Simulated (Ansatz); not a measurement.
ZnSnN2 in space group Pna2_1 (No. 33; Zn on 4a, Sn on 4a, N on 4a, N on 4a), plane-wave PAW r²SCAN (Ansatz code). The conduction-band minimum lies at Γ, with 1 equivalent valley. Second derivatives d²E/dk² of the lowest band at one valley (eV·Å²), along Cartesian directions:

| direction | d²E/dk² |
|---|---|
| [100] | 108.9 |
| [010] | 111.7 |
| [001] | 115.4 |
| [110] | 110.3 |
| [101] | 112.2 |
| [011] | 113.5 |

### Question
Find the principal effective masses, the density-of-states mass and the conductivity mass.

### Answer
Off-diagonal terms follow from H_xy = H[110] − (H_xx + H_yy)/2, and m*/mₑ = 7.620 eV·Å² over each eigenvalue: 0.066, 0.068, 0.070. One valley's DOS mass (m₁m₂m₃)^(1/3) = 0.068, conductivity mass 3/(Σ 1/mᵢ) = 0.068 mₑ.

### Question
What effective density of states Nc follows at 300 K for parabolic valleys?

### Answer
Nc = 2.509e19 × 1 × (0.068)^(3/2) ≈ 4.4e17 cm⁻³.

Symmetry was held in the r²SCAN relaxation. Scalar-relativistic: spin–orbit coupling is off unless named, which matters more the heavier the elements.

Potentials: the later of the program's two PAW sets.

Edges and masses are those of Kohn–Sham bands, whose gap is no quasiparticle gap.
